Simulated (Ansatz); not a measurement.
# Does this entry for Ca2La2MgTi3O12 lie near equilibrium?

The cell is a computed structure from the Materials Project (it need not be an observed phase), taken as it stands.

```yaml
crystal:
  lattice:
    - [5.52575, 0.00000, 0.00000]
    - [0.00928, 5.56496, 0.00000]
    - [0.00577, 0.00763, 7.82857]
  atoms:
    - { symbol: Ca, position: [0.49428, 0.53151, 0.75815] }
    - { symbol: Ca, position: [0.98932, 0.96419, 0.24177] }
    - { symbol: La, position: [0.00999, 0.03269, 0.76171] }
    - { symbol: La, position: [0.50362, 0.47588, 0.23880] }
    - { symbol: Mg, position: [0.00007, 0.50123, 0.99979] }
    - { symbol: Ti, position: [0.50145, 0.00042, 0.49911] }
    - { symbol: Ti, position: [0.00071, 0.50268, 0.50136] }
    - { symbol: Ti, position: [0.50037, 0.99939, 0.00056] }
    - { symbol: O, position: [0.57481, 0.98243, 0.74608] }
    - { symbol: O, position: [0.91985, 0.48267, 0.73885] }
    - { symbol: O, position: [0.41836, 0.01299, 0.25395] }
    - { symbol: O, position: [0.07558, 0.51784, 0.26056] }
    - { symbol: O, position: [0.22505, 0.79026, 0.96210] }
    - { symbol: O, position: [0.28557, 0.28143, 0.54271] }
    - { symbol: O, position: [0.78068, 0.21374, 0.45669] }
    - { symbol: O, position: [0.70902, 0.72237, 0.03794] }
    - { symbol: O, position: [0.77804, 0.20610, 0.04084] }
    - { symbol: O, position: [0.71738, 0.72070, 0.45919] }
    - { symbol: O, position: [0.22104, 0.78303, 0.54141] }
    - { symbol: O, position: [0.29482, 0.27845, 0.95844] }
```

Atom numbers follow the list; atoms alike are taken as one site, whose name carries the number of the first.

Computed with Ansatz: DFT, PBE, plane waves and PAW, scalar-relativistic, 420 eV cutoff, Γ-centred 4×4×3 k-points, Fermi–Dirac smearing 0.02 eV.

Task: Do the atoms and the cell lie near the calculated equilibrium?

Result: Nearly. The largest force is 0.18 eV/Å, on atom 17 (O: 1 Ti at 1.95 Å, 1 Mg at 2.08 Å, 1 Ca at 2.38 Å; also 2 La at 2.64–2.71 Å, 1 Ca at 3.26 Å), and the pressure is -1.0 GPa. Relaxing the atoms is still advisable, since electric field gradients respond to shifts of a few hundredths of an ångström.
